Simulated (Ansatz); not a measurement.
The start is a relaxed Sn cell, doubled along one cell vector, shaken by Gaussian noise of σ = 0.08 Å a coordinate. Cell shape, volume and atoms are optimised at zero target pressure with PBE (plane waves to 420 eV, PAW, scalar-relativistic; Ansatz, a program for electronic structure). The first steps use a coarse 4×8×5 k-mesh.

Starting cell:
```
Sn
1.0
    9.38354     0.00000     0.00000
   -2.34589     4.06319     0.00000
    0.00000     0.00000     7.71406
Sn
8
Cartesian
  0.06702   2.65576   0.59218
  4.83134   2.81153   0.55454
  2.43032   1.39588   4.47444
  7.04314   1.28292   4.22374
  2.33715   1.40007   7.19660
  7.11430   1.30665   7.17148
  0.00435   2.64397   3.29860
  4.70978   2.62042   3.34662
```

**Question.** By how much does the energy per atom fall from start to end?

**Answer.** 0.06 eV/atom.

**Question.** How do the shortest distances between atoms change?

**Answer.** The closest pairs of elements (up to four, under 3.6 Å), start → end: Sn–Sn 2.71 → 2.88 Å.

**Question.** Is the relaxed structure metallic? Give its gap.

**Answer.** No gap (metallic).

The end point of the relaxation:

```cif
data_Sn4
_chemical_formula_sum 'Sn4'
_space_group_name_H-M_alt 'P63/mmc'
_space_group_IT_number 194
_space_group_name_Hall '-P 6c 2c'
_cell_length_a 4.69165
_cell_length_b 4.69165
_cell_length_c 7.71424
_cell_angle_alpha 90.000
_cell_angle_beta 90.000
_cell_angle_gamma 120.000
loop_
_atom_site_label
_atom_site_type_symbol
_atom_site_symmetry_multiplicity
_atom_site_Wyckoff_symbol
_atom_site_fract_x
_atom_site_fract_y
_atom_site_fract_z
_atom_site_occupancy
Sn1 Sn 4 f 0.33333 0.66667 0.06262 1
```

Final values are on a 12×12×6 k-mesh of the relaxed cell. No spin polarisation in the result.

The relaxed structure here is a generated cell of Sn: the first start was made by placing the elements on the sites of a structure type, and the end was not matched to a known phase here, so it may be hypothetical. Known forms of Sn include space group No. 141, 227.
